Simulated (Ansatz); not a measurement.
Sn (β-Sn type, I4_1/amd) at seven volumes, plane-wave PAW r²SCAN (Ansatz code), shape and atoms relaxed at each. One row is withheld.

```
V (Å³/atom)  P (GPa)
-----------  -------
25.121          6.41
25.949          3.89
26.777          1.77
27.605          0.00
28.433             ?
29.261         -2.71
30.090         -3.75
```

**Question.** Fit the shown pressures and predict the withheld one.

**Answer.** Third-order Birch–Murnaghan: P = (3/2)B₀(x^(7/2) − x^(5/2))[1 + (3/4)(B′ − 4)(x − 1)] with x = (V₀/V)^(2/3). Least squares on the six rows gives V₀ = 27.607 Å³/atom, B₀ = 53.81 GPa, B′ = 4.93. At V = 28.433, x = 0.9805 and P = -1.48 GPa. The run itself gave -1.48 GPa.

The cell was relaxed with r²SCAN under the symmetry of its start. Scalar-relativistic: spin–orbit coupling is off unless named, which matters more the heavier the elements.

Potentials: the earlier of the program's two PAW sets. The files were generated under PBE; for other functionals the program regenerates the frozen cores, and for LDA and PBEsol the local potential too.
